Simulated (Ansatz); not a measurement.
Au (fcc (Cu type), space group No. 225) under volume change, LDA (plane waves, PAW; program Ansatz), scaled uniformly.

```tsv
V (Å³/atom)	E − E(relaxed) (meV/atom)	P (GPa)
15.072	100.3	23.97
15.569	41.4	14.32
16.065	9.6	6.43
16.562	0.0	0.00
17.059	[?]	[?]
17.556	31.5	-9.50
18.053	[?]	[?]
```

Some entries are withheld; supply them.


- 17.059, E − E(relaxed) (meV/atom): 8.4
- 17.059, P (GPa): -5.24
- 18.053, E − E(relaxed) (meV/atom): 66.5
- 18.053, P (GPa): -12.98

What does a third-order Birch–Murnaghan fit give for V₀, B₀ and B′?

V₀ = 16.56 Å³/atom, B₀ = 193 GPa, B′ = 5.8.

Space group Fm-3m (fcc (Cu type)). The LDA relaxation kept the symmetry of its start. Scalar-relativistic: spin–orbit coupling is off unless named, which matters more the heavier the elements.

Potentials: the later of the program's two PAW sets.
